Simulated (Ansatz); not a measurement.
CO2:
```yaml
crystal:
  lattice:
    - [5.57829, 0.00000, 0.00000]
    - [0.00000, 5.57829, 0.00000]
    - [0.00000, 0.00000, 5.57829]
  atoms:
    - { symbol: C, position: [0.00000, 0.00000, 0.00000] }
    - { symbol: C, position: [0.50000, 0.00000, 0.50000] }
    - { symbol: C, position: [0.50000, 0.50000, 0.00000] }
    - { symbol: C, position: [0.00000, 0.50000, 0.50000] }
    - { symbol: O, position: [0.12007, 0.12007, 0.12007] }
    - { symbol: O, position: [0.87993, 0.87993, 0.87993] }
    - { symbol: O, position: [0.37993, 0.87993, 0.62007] }
    - { symbol: O, position: [0.62007, 0.12007, 0.37993] }
    - { symbol: O, position: [0.62007, 0.37993, 0.87993] }
    - { symbol: O, position: [0.37993, 0.62007, 0.12007] }
    - { symbol: O, position: [0.87993, 0.62007, 0.37993] }
    - { symbol: O, position: [0.12007, 0.37993, 0.62007] }
```

Relaxed with r²SCAN. Special points in fractions of this cell's reciprocal vectors: Γ (0.000, 0.000, 0.000); X (0.000, 0.500, 0.000); M (0.500, 0.500, 0.000); R (0.500, 0.500, 0.500); X1 (0.500, 0.000, 0.000).

### Question
List the band energies nearest the valence-band maximum at these points for r²SCAN in the plane-wave PAW code Ansatz.

### Answer
In eV from the valence-band maximum; about four levels below and three above (degenerate sets whole), none deeper than 8.9 eV; points with the same levels are listed once.

| k | below | above |
|---|---|---|
| Γ | -0.20 -0.20 -0.20 0.00 0.00 | 7.52 8.85 8.85 8.85 |
| X | -0.31 -0.31 -0.08 -0.08 | 8.78 8.78 8.99 8.99 |
| M | -0.29 -0.29 -0.29 -0.29 | 8.77 8.77 8.77 8.77 |
| R | -0.33 -0.33 -0.33 -0.33 | 8.78 8.78 8.78 8.78 |

Space group Pa-3. Symmetry was held in the r²SCAN relaxation. The substance is a gas or liquid at ambient conditions; this is its low-temperature solid. A crystal of weakly bound molecules computed without a dispersion correction: the cell and the soft elastic constants depend strongly on that.

Potentials: the earlier of the program's two PAW sets.
